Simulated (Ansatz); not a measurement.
Relaxed Se (trigonal-Se type, space group P3_121):

```
Se
1.0
    4.52940     0.00000     0.00000
   -2.26470     3.92257     0.00000
    0.00000     0.00000     5.04244
Se
3
Direct
  0.21841   0.00000   0.83333
  0.00000   0.21841   0.16667
  0.78159   0.78159   0.50000
```

Scan: atom 2 (Se, nearest neighbour Se at 2.400 Å; its periodic images, 4.5 Å or more away, move with it) is displaced along Cartesian x, direction (1.000, 0.000, 0.000) in Cartesian axes, by s. The other atoms stay.

The numbers are results of PBE (plane waves to 420 eV, PAW, scalar-relativistic; Ansatz, a quantum-chemistry and plane-wave program), not measurements. k mesh 7×7×5 (Γ-centred), Fermi-Dirac smearing 0.05 eV. As the smearing reaches across the gap at some points, energies and forces of such displacements shift with the k mesh and the smearing. F∥ is the force on the atom along that direction. Se was relaxed with its symmetry unable to fall. The PAW data are Ansatz's earlier set. 

| s (Å) | F∥ (eV/Å) |
|---|---|
| -0.480 | 1.408 |
| -0.384 | 1.254 |
| -0.288 | 1.008 |
| -0.192 | 0.708 |
| -0.096 | 0.369 |
| 0.000 | 0.000 |
| 0.096 | -0.395 |
| 0.192 | -0.810 |
| 0.288 | -1.237 |
| 0.384 | -1.668 |
| 0.480 | -2.088 |

Problem. What is the force constant k = d²E/ds² of this move at s = 0?

Solution. 3.99 eV/Å². The forces along the line at the two nearest points give (0.369 − (-0.395)) / (2·0.096) = 3.98 eV/Å²; the next pair corrects for the finite step.

(A displaced cell: forces are minus the slopes of the energy, force constants its curvatures, and phonons follow from these.)
